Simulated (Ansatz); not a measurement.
AgPt3 (Cu3Au type, Pm-3m) under volume change, PBEsol (plane waves, PAW; program Ansatz), scaled uniformly.

```tsv
V (Å³/atom)	E − E(relaxed) (meV/atom)	P (GPa)
13.917	___	___
14.375	47.0	17.56
14.834	11.0	7.93
15.293	0.0	0.00
15.752	9.6	-6.53
16.210	___	___
16.669	76.7	-16.25
```

Problem. Complete the blanks.

Solution. 
- 16.210, E − E(relaxed) (meV/atom): 36.3
- 16.210, P (GPa): -11.88
- 13.917, E − E(relaxed) (meV/atom): 113.5
- 13.917, P (GPa): 29.23

Problem. What does a third-order Birch–Murnaghan fit give for V₀, B₀ and B′?

Solution. V₀ = 15.29 Å³/atom, B₀ = 239 GPa, B′ = 5.5.

The workflow started from an entry of the Crystallography Open Database (COD). Its standing as an ambient phase is unchecked. The PBEsol relaxation kept the symmetry of its start; of distortions, only those at the zone centre were tested. No spin polarisation was allowed. Scalar-relativistic: spin–orbit coupling is off unless named, which matters more the heavier the elements.

Potentials: the later of the program's two PAW sets.
